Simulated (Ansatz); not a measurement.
HfO$_{2}$:
```
CELL_PARAMETERS angstrom
      3.57702     0.00000     0.00000
      0.00000     3.57702     0.00000
      0.00000     0.00000     5.20363
ATOMIC_POSITIONS crystal
  Hf 0.50000 0.50000 0.50000
  Hf 0.00000 0.00000 0.00000
  O  0.00000 0.50000 0.69607
  O  0.00000 0.50000 0.19607
  O  0.50000 0.00000 0.80393
  O  0.50000 0.00000 0.30393
```

Relaxed with r²SCAN. Independent-particle spectrum: no excitons, no local fields, no scissors shift; 0.1 eV broadening; ε₁ of the summed bands alone.

Task: Tabulate the dielectric function from the program Ansatz at the r²SCAN level (PAW).

Result: 

```csv
E (eV),ε₁ xx,ε₂ xx,ε₁ zz,ε₂ zz
0.0,4.69,0.00,4.25,0.00
0.5,4.70,0.00,4.25,0.00
1.0,4.73,0.00,4.28,0.00
1.5,4.79,0.00,4.33,0.00
2.0,4.88,0.00,4.39,0.00
2.5,5.01,0.00,4.49,0.00
3.0,5.18,0.00,4.61,0.00
3.5,5.40,0.00,4.77,0.00
4.0,5.72,0.00,4.99,0.00
4.5,6.18,0.00,5.29,0.00
5.0,6.94,0.00,5.72,0.00
5.5,8.56,0.93,6.44,0.00
6.0,9.25,2.69,7.86,0.75
6.5,9.99,4.81,8.67,3.76
7.0,6.68,6.97,6.32,3.54
7.5,3.76,5.73,7.25,4.40
8.0,6.95,5.37,6.15,5.88
8.5,5.14,7.41,6.80,4.96
9.0,3.10,9.43,3.47,10.52
9.5,0.83,7.85,2.48,7.54
10.0,-0.40,6.33,1.03,9.64
10.5,-0.41,5.73,-1.26,6.80
11.0,-0.27,5.93,-2.04,5.42
11.5,-1.46,4.96,-1.93,3.72
12.0,-1.98,3.66,-0.75,3.31
```

Task: From ε at 5.9 eV (xx: 9.12 + 2.24i), find n, k, the normal reflectivity and the absorption coefficient.

Result: n = 3.04, k = 0.368, R = 26 %, α = 2kE/ħc = 220000 cm⁻¹.

With all bands, ε∞ without local fields is 4.94 (xx = yy), 4.51 (zz). DFPT, with local fields, gives 4.89 (xx = yy), 4.42 (zz).

Space group P4_2/nmc. This is a known high-temperature phase of the composition, computed here at zero pressure and temperature. The r²SCAN relaxation kept the symmetry of its start; its stability against distortions is not shown here. The run is not spin-polarised. Scalar-relativistic: spin–orbit coupling is off unless named, which matters more the heavier the elements.

Potentials: the earlier of the program's two PAW sets. The files were generated under PBE; for other functionals the program regenerates the frozen cores, and for LDA and PBEsol the local potential too.
